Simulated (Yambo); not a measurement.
G0W0@PBEsol for WO₃ (space group P4/nmm, No. 129) in Yambo. Reference settings: 2×2×4 Γ-centred k mesh, bands 3 to 217 and a 8 Ry block in the screening, 217 bands in G with the Bruneval-Gonze terminator, plasmon pole fitted at 27.2 eV. The PBEsol gap Z → Γ on this mesh is 0.58 eV; G0W0 gaps are taken between the same points.

```tsv
change from the reference	G0W0 gap Z → Γ (eV)	shift of the valence edge (eV)
reference settings	1.71	-0.22
142 bands in G, no terminator	1.74	0.15
142 bands in W, 142 bands in G	1.76	-0.16
87 bands in W, 87 bands in G	[?]	-0.05
no random integration	1.70	-0.12
no terminator	1.70	-0.01
142 bands in G	1.72	-0.23
pole fitted at 10 eV	1.74	-0.11
```

Estimate the withheld gaps from the other rows; the computed values follow.


- 87 bands in W, 87 bands in G, G0W0 gap Z → Γ (eV): 1.87

The reference isn't shown to be the converged limit.

Spin-orbit coupling is not included.

Geometry of the Materials Project entry, not relaxed at this level; primitive cell a = b = 5.3250 Å, c = 3.9445 Å, α = β = γ = 90.00°.

A shift is the quasiparticle energy of the state minus its PBEsol energy.
